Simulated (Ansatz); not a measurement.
Geometry optimisation in Ansatz: input, command and trajectory.

```yaml
crystal:
  lattice:
    - [-4.27174552, 4.27174552, -4.27174552]
    - [4.27174552, 4.27174552, 4.27174552]
    - [4.27174552, -4.27174552, -4.27174552]
  atoms:
    - { symbol: Li, position: [0.247785912, 0.9957575436, 0.7509524625] }
    - { symbol: Li, position: [0.5025675771, 0.0007789041, 0.5004218747] }
    - { symbol: Li, position: [0.9978876393, 0.5016525717, 0.5006659376] }
    - { symbol: Li, position: [0.7462245575, 0.999116792, 0.2488852648] }
    - { symbol: Li, position: [0.9970628894, 0.9978206188, 0.9986721244] }
    - { symbol: Li, position: [0.4966070473, 0.5034489133, 0.0009353743] }
    - { symbol: Ga, position: [0.0015789338, 0.2456933366, 0.7514476086] }
    - { symbol: Ga, position: [0.762676739, 0.5056629086, 0.760342325] }
    - { symbol: Ga, position: [0.2484548667, 0.252601615, 0.4998914665] }
    - { symbol: Ga, position: [0.504573125, 0.7535222677, 0.7504012458] }
    - { symbol: Ga, position: [0.4985460032, 0.2512987393, 0.246133953] }
    - { symbol: Ga, position: [0.7508868052, 0.7550003529, 0.5014664341] }
    - { symbol: Ga, position: [0.2558789188, 0.497557261, 0.2512638502] }
    - { symbol: Ga, position: [0.0040481486, 0.7544752488, 0.2538025681] }
    - { symbol: Ga, position: [0.7517846798, 0.2531551777, 0.005112458] }
    - { symbol: Ga, position: [0.2484827771, 0.7461178526, 0.9918993867] }
  symmetry: { detect: false }
basis:
  ecutwfc: 420
kpoints:
  mp_grid: { grid: [2, 2, 2], shift: [0.5, 0.5, 0.5] }
hamiltonian:
  xc: pbe
scf:
  occupations: { method: gaussian, width: 0.1 }
  lower_state_search: "off"
output:
  forces: true
  stress: true
  eigenvalues: true
relax:
  adjacent_minimum: "off"
  f_tol: 0.04
  max_steps: 50
  cell: { stress_tol: 0.3 }
```

```bash
ansatz run input.yaml --threads 4 --pin off --max-ram 9216MiB --backend cpu --events-out ev --progress --plain --runs-dir out
```

Computed with DFT PBE, scalar-relativistic, plane waves, PAW (Ansatz 0.2.0).

Of 5 frames 5 are shown, positions in Å and forces in eV/Å; the SCF threshold varies from step to step. Steps run on the plane waves of an earlier cell, with a Pulay correction in the pressure. The basis is chosen afresh for the last frame, the zero of the energies, and can be on the way; energy and pressure step there, also at an unchanged geometry.

```xyz
16
Lattice="-4.2717 4.2717 -4.2717 4.2717 4.2717 4.2717 4.2717 -4.2717 -4.2717" Properties=species:S:1:pos:R:3:forces:R:3 pbc="T T T" step=1 free_energy_over_end_meV_per_atom=63.82 pressure_GPa=-5.12
Li    6.4030    2.1042   -0.0127   -0.0060    0.0760    0.0180
Li   -0.0058    0.0125   -4.2812    0.0380   -0.0030    0.0330
Li    0.0189    4.2669   -4.2585   -0.0400    0.0070   -0.0070
Li    2.1435    6.3925    0.0171    0.0070    0.0270    0.0040
Li    4.2693    4.2556   -4.2628    0.0170    0.0130   -0.0290
Li    0.0332    4.2680    0.0252   -0.0690    0.0290   -0.0300
Ga    4.2528   -2.1537   -2.1672   -0.0590    0.0390    0.0660
Ga    2.1501    2.1700   -4.3459   -0.0270   -0.0870    0.1010
Ga    2.1531    0.0050   -2.1177   -0.0270   -0.0890   -0.0760
Ga    4.2690    2.1687   -2.1421    0.0850   -0.0280    0.0170
Ga   -0.0048    2.1517   -2.1076   -0.0620   -0.0310   -0.0970
Ga    2.1597    4.2906   -2.1246   -0.0490    0.0670   -0.0240
Ga    2.1057    2.1452   -0.0409    0.0740   -0.0060    0.0700
Ga    4.2898    2.1560    2.1215    0.0760   -0.0170   -0.0180
Ga   -2.1082    4.2710   -2.1519   -0.0290   -0.0690    0.0460
Ga    6.3629    0.0115   -2.1114    0.0710    0.0710   -0.0760
16
Lattice="-4.0627 4.0623 -4.1287 4.0625 4.0636 4.1301 4.0640 -4.0638 -4.1315" Properties=species:S:1:pos:R:3:forces:R:3 pbc="T T T" step=2 free_energy_over_end_meV_per_atom=3.62 pressure_GPa=-1.69
Li    6.0902    2.0282   -0.0077    0.0170    0.0130    0.0000
Li    0.0080    0.0092   -4.1280   -0.0020   -0.0040    0.0030
Li    0.0045    4.0610   -4.1212   -0.0110    0.0100   -0.0190
Li    2.0399    6.0902    0.0155   -0.0100    0.0160   -0.0180
Li    4.0675    4.0530   -4.1316    0.0020    0.0200   -0.0140
Li    0.0065    4.0696    0.0122   -0.0180    0.0080   -0.0270
Ga    4.0288   -2.0374   -2.0767   -0.0140    0.0190    0.0150
Ga    2.0404    2.0414   -4.1710   -0.0070   -0.0160    0.0860
Ga    2.0418   -0.0242   -2.0680   -0.0120   -0.0250   -0.0130
Ga    4.0888    2.0524   -2.0658    0.0320   -0.0280   -0.0060
Ga   -0.0239    2.0348   -2.0644   -0.0190   -0.0180   -0.0180
Ga    2.0399    4.0992   -2.0603   -0.0250    0.0180   -0.0250
Ga    2.0214    2.0367   -0.0209    0.0240   -0.0060    0.0510
Ga    4.1026    2.0430    2.0488    0.0180   -0.0170    0.0170
Ga   -2.0153    4.0381   -2.0649   -0.0230   -0.0200   -0.0070
Ga    6.0762    0.0319   -2.0622    0.0470    0.0300   -0.0240
16
Lattice="-3.9883 3.9871 -4.0161 3.9890 3.9918 4.0201 3.9906 -3.9910 -4.0223" Properties=species:S:1:pos:R:3:forces:R:3 pbc="T T T" step=3 free_energy_over_end_meV_per_atom=0.62 pressure_GPa=1.03
Li    6.0029    1.9937   -0.0075   -0.0420    0.0220    0.0070
Li   -0.0026    0.0007   -4.0193    0.0170   -0.0090   -0.0070
Li    0.0037    3.9987   -4.0296    0.0030   -0.0150    0.0250
Li    1.9894    5.9938   -0.0060    0.0230   -0.0120    0.0220
Li    3.9910    4.0035   -4.0259    0.0130   -0.0310    0.0190
Li    0.0005    3.9956   -0.0110    0.0100   -0.0120    0.0290
Ga    3.9504   -1.9871   -2.0110    0.0230   -0.0070    0.0000
Ga    1.9984    1.9960   -4.0155   -0.0080   -0.0040   -0.0170
Ga    1.9945   -0.0411   -2.0105    0.0060    0.0210   -0.0190
Ga    4.0342    1.9946   -2.0140   -0.0070    0.0100    0.0070
Ga   -0.0342    1.9945   -2.0114    0.0020    0.0270   -0.0190
Ga    1.9993    4.0326   -2.0152    0.0070   -0.0150    0.0180
Ga    1.9983    1.9986    0.0031    0.0040    0.0090   -0.0100
Ga    4.0360    1.9924    2.0147   -0.0230    0.0210   -0.0390
Ga   -1.9946    3.9506   -2.0101    0.0040    0.0080   -0.0010
Ga    5.9959    0.0430   -2.0130   -0.0310   -0.0110   -0.0160
16
Lattice="-4.0115 4.0104 -4.0627 4.0107 4.0127 4.0658 4.0133 -4.0135 -4.0676" Properties=species:S:1:pos:R:3:forces:R:3 pbc="T T T" step=4 free_energy_over_end_meV_per_atom=-0.64 pressure_GPa=0.00
Li    6.0219    2.0092   -0.0049   -0.0020    0.0000    0.0030
Li    0.0029    0.0017   -4.0682    0.0010    0.0010    0.0000
Li    0.0042    4.0150   -4.0676   -0.0010   -0.0010    0.0020
Li    2.0072    6.0221   -0.0002    0.0010    0.0000   -0.0040
Li    4.0149    4.0143   -4.0682    0.0000   -0.0020    0.0000
Li    0.0031    4.0151   -0.0023   -0.0010    0.0020    0.0010
Ga    3.9784   -2.0024   -2.0363    0.0000   -0.0020   -0.0040
Ga    2.0081    2.0065   -4.0692    0.0050    0.0040    0.0040
Ga    2.0091   -0.0342   -2.0372   -0.0020    0.0020    0.0020
Ga    4.0523    2.0081   -2.0359   -0.0040    0.0040   -0.0040
Ga   -0.0353    2.0102   -2.0358    0.0080   -0.0050    0.0020
Ga    2.0097    4.0520   -2.0336   -0.0020   -0.0020   -0.0060
Ga    2.0087    2.0106   -0.0029   -0.0030   -0.0050   -0.0010
Ga    4.0509    2.0098    2.0284    0.0010    0.0020    0.0030
Ga   -2.0025    3.9776   -2.0345   -0.0050    0.0040   -0.0020
Ga    6.0206    0.0400   -2.0375    0.0030   -0.0020    0.0030
16
Lattice="-4.0115 4.0104 -4.0627 4.0107 4.0127 4.0658 4.0133 -4.0135 -4.0676" Properties=species:S:1:pos:R:3:forces:R:3 pbc="T T T" step=5 free_energy_over_end_meV_per_atom=0.00 pressure_GPa=0.00
Li    6.0219    2.0092   -0.0049   -0.0020    0.0000    0.0030
Li    0.0029    0.0017   -4.0682    0.0010    0.0010    0.0000
Li    0.0042    4.0150   -4.0676   -0.0010   -0.0010    0.0010
Li    2.0072    6.0221   -0.0002    0.0010    0.0000   -0.0040
Li    4.0149    4.0143   -4.0682    0.0000   -0.0020    0.0000
Li    0.0031    4.0151   -0.0023   -0.0020    0.0020    0.0010
Ga    3.9784   -2.0024   -2.0363    0.0000   -0.0020   -0.0040
Ga    2.0081    2.0065   -4.0692    0.0050    0.0040    0.0040
Ga    2.0091   -0.0342   -2.0372   -0.0020    0.0020    0.0020
Ga    4.0523    2.0081   -2.0359   -0.0040    0.0040   -0.0040
Ga   -0.0353    2.0102   -2.0358    0.0080   -0.0050    0.0020
Ga    2.0097    4.0520   -2.0336   -0.0020   -0.0020   -0.0060
Ga    2.0087    2.0106   -0.0029   -0.0030   -0.0050   -0.0010
Ga    4.0509    2.0098    2.0284    0.0010    0.0020    0.0030
Ga   -2.0025    3.9776   -2.0345   -0.0050    0.0040   -0.0020
Ga    6.0206    0.0400   -2.0375    0.0030   -0.0020    0.0030
```

The run took 25 s on 4 threads of Arm Neoverse V1, on a shared host, peak memory 0.82 GiB.

The k mesh is coarse.